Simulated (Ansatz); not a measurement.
The calculation used Ansatz, DFT PBE, scalar-relativistic, plane waves, PAW. All cells share a 420 eV cutoff and Γ-centred k meshes spaced at most about 0.3 Å⁻¹ (about 0.25 or finer for metals, 2π included). No spin polarisation in the final relaxations.

These are static total energies at zero pressure.

Compare these two cells of Mo3W, each relaxed at this level.

A.

```cif
data_structure
_symmetry_space_group_name_H-M 'Fm-3m'
_symmetry_Int_Tables_number 225
_cell_length_a 6.3320
_cell_length_b 6.3320
_cell_length_c 6.3320
_cell_angle_alpha 90.000
_cell_angle_beta 90.000
_cell_angle_gamma 90.000
_cell_volume 253.87
loop_
_atom_site_label
_atom_site_type_symbol
_atom_site_symmetry_multiplicity
_atom_site_Wyckoff_symbol
_atom_site_fract_x
_atom_site_fract_y
_atom_site_fract_z
_atom_site_occupancy
Mo1 Mo 8 c 0.25000 0.25000 0.75000 1
Mo2 Mo 4 a 0.00000 0.00000 0.00000 1
W1 W 4 b 0.50000 0.00000 0.00000 1
```

B.

```cif
data_structure
_symmetry_space_group_name_H-M 'P4/mmm'
_symmetry_Int_Tables_number 123
_cell_length_a 3.1660
_cell_length_b 3.1660
_cell_length_c 6.3365
_cell_angle_alpha 90.000
_cell_angle_beta 90.000
_cell_angle_gamma 90.000
_cell_volume 63.51
loop_
_atom_site_label
_atom_site_type_symbol
_atom_site_symmetry_multiplicity
_atom_site_Wyckoff_symbol
_atom_site_fract_x
_atom_site_fract_y
_atom_site_fract_z
_atom_site_occupancy
Mo1 Mo 2 h 0.50000 0.50000 0.25067 1
Mo2 Mo 1 b 0.00000 0.00000 0.50000 1
W1 W 1 a 0.00000 0.00000 0.00000 1
```

Question: Which arrangement of the elements on these sites is preferred, and by what margin?

Answer: They are level within the accuracy (2 meV/atom apart, with A the lower in these runs). The two share one framework of sites and differ in which element sits where. A has the BiF3 (D0_3) type, space group Fm-3m (No. 225), 15.9 Å³/atom and no gap on its mesh; B has Mo and W ordered on bcc sites, space group P4/mmm (No. 123), 15.9 Å³/atom and no gap. Counting all near atoms (those within 1.25 times the shortest distance at each site; a plus sign parts nearer from farther groups), A and B both have Mo 8+6, W 8+6. In A, around Mo on a site of symmetry -43m lie 4 Mo at 2.74 Å, 4 W at 2.74 Å and 6 Mo at 3.17 Å; around Mo on a site of symmetry m-3m lie 8 Mo at 2.74 Å and 6 W at 3.17 Å; W has 8 Mo at 2.74 Å and 6 Mo at 3.17 Å. In B, around Mo on a site of symmetry 4mm lie 4 Mo at 2.74 Å, 4 W at 2.74 Å and 6 Mo at 3.16–3.18 Å; around Mo on a site of symmetry 4/mmm lie 8 Mo at 2.74 Å, 4 Mo at 3.17 Å and 2 W at 3.17 Å; around W lie 8 Mo at 2.74 Å, 4 W at 3.17 Å and 2 Mo at 3.17 Å. Both come from invented guesses.

For metals, differences of a few meV/atom aren't resolved. Spin–orbit coupling, which can matter for W, is left out. With atoms moved at random, Fm-3m came back. Other cells relaxed within their symmetry can be saddle points.
